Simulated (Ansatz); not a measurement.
# Compressing CaFe2P2: a fit and a missing row

CaFe2P2, I4/mmm, a = 3.787 Å, c = 9.641 Å. The structure is a COD entry; whether it is the stable form wasn't checked. Ansatz: PBEsol, PAW, 420 eV, Γ-centred 14×14×14 mesh on 5 atoms, Gaussian smearing 0.10 eV; no spin polarisation. Shape and atoms are relaxed at each volume; pressure is positive in compression.

```tsv
V (Å³/atom)	P (GPa)
12.994	?
13.409	3.43
13.824	0.00
14.238	-2.58
14.653	-4.55
```

Problem. Take V0 = 13.824 Å³/atom, fit the third-order Birch–Murnaghan form to the other rows, and predict the missing pressure.

Solution. With the Eulerian strain f = ½[(V0/V)^(2/3) − 1] and y = P/[3f(1 + 2f)^(5/2)], the form is the line y = B0 + 1.5 B0 (B0′ − 4) f. Rows (f, y): 0.01026, 105.9; -0.00974, 92.7; -0.01904, 87.8. Means f = -0.006173, y = 95.467; Σ(Δf)² = 0.0004483, ΣΔfΔy = 0.2800; the slope is their ratio. y = 99.32 + 624.5 f GPa, so B0 = 99.3 GPa and B0′ = 4 + 2 × (624.5)/(3 × 99.32) = 8.19. At V = 12.994, f = 0.02107, y = 112.48 and P = 7.88 GPa. The run gave 7.91 GPa, so the fit is 0.03 GPa too low, a small miss on the scale of the series. The form still works here, 33 % of the fitted range beyond its end. A B0′ outside 2 to 8 is unusual except in layered or molecular crystals, and here it hangs on few rows.

Cost: 5 runs of about 7 core-minutes in all, on Intel Xeon Platinum 8488C (Sapphire Rapids) (shared hosts).